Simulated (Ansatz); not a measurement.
One crystal and one scan (scan of one atom of the cell) at two levels, PBE (plane waves to 420 eV, PAW, scalar-relativistic; Ansatz, a quantum-chemistry and plane-wave program) and r2SCAN (plane waves to 500 eV, PAW, scalar-relativistic; Ansatz), each from its own relaxed cell and on its own mesh. The cell shown is that of PBE.

C (diamond)

```xyz
4
Lattice="0.0000 3.5716 3.5716 1.7858 0.0000 1.7858 1.7858 1.7858 0.0000" Properties=species:S:1:pos:R:3 pbc="T T T"
C      1.7858     1.7858     1.7858
C      1.7858     3.5716     3.5716
C      2.6787     2.6787     2.6787
C      2.6787     4.4645     4.4645
```

In each cell atom 3 (C, nearest neighbour C at 1.547 Å; its periodic images, 2.5 Å or more away, move with it) moves by s·(0.707, 0.707, 0.000) (along Cartesian [110]), the rest being held.

The energy includes the smearing's −TS. C was relaxed with its symmetry unable to fall. Percentages come from the unrounded values. Both scans cover s from -0.150 to 0.150 Å.

Results of PBE:

- Lattice constant a (Å): 3.572
- Band gap of the relaxed cell, no spin-orbit coupling (eV): 4.13
- Energy at s = 0.150 Å (meV/cell): 419
- Force along the line at s = -0.150 Å (eV/Å): 5.564
- Force constant k = d²E/ds² at s = 0 (finite differences) (eV/Å²): 37.39
- Symmetry of the curve: even: the same for both signs
- Shape of the curve: a single well with its minimum at or next to zero displacement

Q: What does r2SCAN give for the same quantities?

A: 
```tsv
quantity	r2SCAN	PBE − r2SCAN
Lattice constant a (Å)	3.560	+0.012 (+0.3 %)
Band gap of the relaxed cell, no spin-orbit coupling (eV)	4.36	-0.23 (-5.4 %)
Energy at s = 0.150 Å (meV/cell)	440	-21 (-4.8 %)
Force along the line at s = -0.150 Å (eV/Å)	5.843	-0.279 (-4.8 %)
Force constant k = d²E/ds² at s = 0 (finite differences) (eV/Å²)	39.30	-1.91 (-4.9 %)
```

PBE gives the higher value for: lattice constant a. PBE gives the lower value for: band gap of the relaxed cell, no spin-orbit coupling; energy at s = 0.150 Å; force along the line at s = -0.150 Å; force constant k = d²E/ds² at s = 0. Both give the same symmetry of the curve: even: the same for both signs.

(A displaced cell: forces are minus the slopes of the energy, force constants its curvatures, and phonons follow from these.)
